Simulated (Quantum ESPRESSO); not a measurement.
**Kohn-Sham bands of Nb (bcc (W type))**

```
Nb
1.0
   -1.65881     1.65881     1.65881
    1.65881    -1.65881     1.65881
    1.65881     1.65881    -1.65881
Nb
1
Direct
  0.00000   0.00000   0.00000
```

Cell from Materials Project (mp-75), symmetrised, no further relaxation. This is the element's usual structure. Level: PBEsol, spinors with spin-orbit coupling; pw.x of Quantum ESPRESSO at 66 Ry with PseudoDojo potentials, 10×10×10 k-points, Wannier90. Density: 18×18×18 mesh, cold smearing 0.01 Ry.

Question: List the Kohn-Sham levels between −8 and 3.0 eV relative to the Fermi level at the high-symmetry points, as a band run of pw.x on that density gives them (levels within 2 meV counted together).

Answer: 
```
point  k (reciprocal lattice)                        levels (eV)
-----  ----------------------  ---------------------------------
Γ           0.000 0.000 0.000   -5.89 (×2), 0.35 (×4), 0.46 (×2)
H          0.500 -0.500 0.500                         -3.64 (×4)
N           0.000 0.000 0.500  -3.66 (×2), -1.60 (×2), 2.24 (×2)
P           0.250 0.250 0.250             -1.17 (×2), -1.01 (×4)
```
